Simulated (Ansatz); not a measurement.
Below is a relaxed structure of In4Sb3As. The cell was found from a structure generator's guess, not taken from experiment.

Computed with DFT PBE, scalar-relativistic, plane waves, PAW in Ansatz 0.2.0. Cutoff 420 eV, Γ-centred mesh, Gaussian smearing, no spin polarisation.

```
CELL_PARAMETERS angstrom
4.61669 0.00000 0.00000
0.00000 4.61669 0.00000
0.00000 0.00000 13.02961
ATOMIC_POSITIONS crystal
In 0.50000 0.00000 0.62932
In 0.00000 0.50000 0.88731
In 0.50000 0.00000 0.11269
In 0.00000 0.50000 0.37068
Sb 0.50000 0.50000 0.24177
Sb 0.00000 0.00000 0.50000
Sb 0.50000 0.50000 0.75823
As 0.00000 0.00000 0.00000
```

The zero of energy is the elements' standard structures at the same level; no fitted shifts are applied.

(1) Find its symmetry and describe it.

(2) What is its formation energy per atom?

(3) Is it a metal?

## Answers

(1) P-4m2 (No. 115), with Sb and As ordered on zinc blende sites. Conventional cell: a = 4.617 Å, c = 13.030 Å. In on its first site is surrounded by 4 Sb at 2.85–2.86 Å; In on its second site has 2 As at 2.74 Å and 2 Sb at 2.86 Å; around Sb on a site of symmetry 2mm lie 4 In at 2.85–2.86 Å; As is surrounded by 4 In at 2.74 Å; 1 more site not described.

(2) −0.14 eV/atom. A negative formation energy is needed for stability but isn't enough: competing phases decide.

(3) There is no gap on the 8×8×4 mesh, but valence and conduction bands meet within 0.015 eV, so at this level it has a zero gap rather than a metal's Fermi surface.

The last run used an 8×8×4 mesh (in the run's order of axes) for its 8-atom cell and Gaussian smearing of 0.10 eV. Spin–orbit coupling, which can matter for Sb, is left out. The zero gap may come from the functional, which often closes small gaps. The reference form of As is held partly by dispersion forces, which this level lacks. A structure relaxed within its symmetry needn't be a true minimum.
